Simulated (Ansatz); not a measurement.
A sound run on VRe (Cmmm), field of 600 T on the spins (DFT, r2SCAN, PAW with Ansatz's default frozen-core files, scalar-relativistic in Ansatz 0.2.0):

```yaml
crystal:
  lattice:
    - [1.51484665, -2.1866679986, 0.0]
    - [1.51484665, 2.1866679986, 0.0]
    - [0.0, 0.0, 4.2305703037]
  atoms:
    - { symbol: V, position: [0.5, 0.5, 0.5], spin: 0.05 }
    - { symbol: Re, position: [0.0, 0.0, 0.0], spin: 0.05 }
magnetization:
  spin_polarized: true
  magnetic_field: 600
kpoints:
  mp_grid: { grid: [13, 13, 8] }
scf:
  occupations: { method: fermi_dirac, width: 0.03 }
  convergence: { dr2_threshold: 1.0e-10 }
  lower_state_search: "off"
hamiltonian:
  xc: r2scan
  pseudopotentials: { kind: paw }
output:
  forces: true
  stress: true
  eigenvalues: true
```

It converged in 17 iterations. Site moments (μB): V1 0.03, Re2 0.01. Cell moment 0.04 μB. Pressure -1.72 GPa.

The input is then changed, output keys apart:

```diff
-  mp_grid: { grid: [13, 13, 8] }
+  mp_grid: { grid: [13, 12, 9] }
+  max_iter: 50
```

**Question.** What does the program do with it?

**Answer.** The calculation finished and met its thresholds. Free energy -13798.5628 eV against -13798.5615 eV, cell moment 0.05 μB, pressure -1.72 GPa. The change did no harm here: the energy is that of the sound run to 1 meV per atom.
```
Warning: crystal.symmetry: narrowed to the stabiliser of the k-point mesh — unitary ops 8 → 4; excluded 4 operations that carry a point of the 13×12×9 mesh (shift [0, 0, 0]) off the mesh (the run samples exactly the mesh kpoints.mp_grid names, as under crystal.symmetry.detect: false, and its converged state has the mesh's symmetry, not the crystal's; ε∞, the Born charges and the force constants of …
Engine: ansatz 0.2.0
Pseudopotentials: kind: paw
Pseudopotential: V, paw, valence charge 13, recommended cutoff 500 eV (meta_gga), V.paw.azcp
Pseudopotential: Re, paw, valence charge 15, recommended cutoff 500 eV (meta_gga), Re.paw.azcp
Functional definition: r2SCAN
  parameter k0 = 0.174
  parameter k1 = 0.065
  parameter a1 = 4.9479
  exchange = r2scan_x(k0 = k0, k1 = k1, a1 = a1)
  correlation = r2scan_c
Crystal: 2 atoms, lattice volume = 28.027 Å³
Basis set: ecut = 500 eV, 713 PW (Γ), exchange–correlation on 80×80×128 points (64 copies of the dense FFT grid, shifted against one another)
Bands: 19, of which v1, the nominal top of the filled ones, is band 14 counted from 1 (13 counted from 0)
Symmetry: 4 space group operations
k-points: 395 of 1404
Non-local potential: V, projectors of the file, l = 0: 3, l = 1: 2, l = 2: 3, l = 3: 1
Non-local potential: Re, projectors of the file, l = 0: 3, l = 1: 2, l = 2: 2, l = 3: 1
PAW form: soft (Blöchl's): semilocal exchange-correlation on the pseudo side does not see the compensation charge
PAW frozen core: V, regenerated for the run's functional (the file was generated under x = pbe(κ = 0.804, μ = 0.2195149727645171), c = pbe(β = 0.06672455060314922))
[...]
  E_zeeman     = -0.001843  (= −μ_B·B·M)
  E_ewald      = -3388.265481
  E_core_change = -0.736652  (= ΣΔE_core)
  E_smearing   = -0.002917  (= −TS)
  E_closure    = 0.000000  (closes the sum)
  Σ components = -13798.562815   (vs F -13798.562815, Δ=0.00e0)
--- Forces (eV/Å), atoms counted from 1 ---
  atom   1  V     -0.00000000     0.00000000     0.00000000
  atom   2  Re     0.00000000    -0.00000000     0.00000000
  max |Σ_I F_I| component: 1.24e-29 eV/Å
--- Stress (GPa, compression-positive) ---
       -1.339877       0.110344       0.000000
        0.110343      -2.156011       0.000000
        0.000000       0.000000      -1.649178
  P = ⅓ Tr σ = -1.7150 GPa (-17.150 kbar)
--- Band table (eV; the first three rows and the last of 790) ---
  k-point 0 ↑: bands = ["-61.3168", "-46.0507", "-22.6491", "-22.1994", "-21.9801", "-18.7212", "-18.4575", "-18.3258", "11.2935", "15.0568", "16.9998", "19.4310", "19.6775", "20.4369", "21.8126", "22.3738", "22.7628", "22.7809", "23.0750"]
  k-point 1 ↑: bands = ["-61.3168", "-46.0510", "-22.6400", "-22.1984", "-21.9801", "-18.7347", "-18.4593", "-18.3258", "11.4175", "15.1077", "17.0293", "19.5583", "19.6916", "20.3828", "21.3536", "22.3579", "22.7133", "22.7560", "23.0464"]
  k-point 2 ↑: bands = ["-61.3167", "-46.0516", "-22.6165", "-22.1959", "-21.9800", "-18.7692", "-18.4637", "-18.3257", "11.7600", "15.2410", "17.1081", "19.6557", "19.9338", "20.2428", "20.4991", "22.0930", "22.5776", "22.7417", "22.9722"]
  k-point 394 ↓: bands = ["-61.1618", "-45.8560", "-23.0237", "-22.4072", "-22.1125", "-18.7807", "-18.5947", "-18.3195", "14.9187", "15.2954", "17.4729", "18.7227", "19.9857", "20.7692", "22.3409", "22.6088", "23.7519", "24.5017", "24.6525"]
```
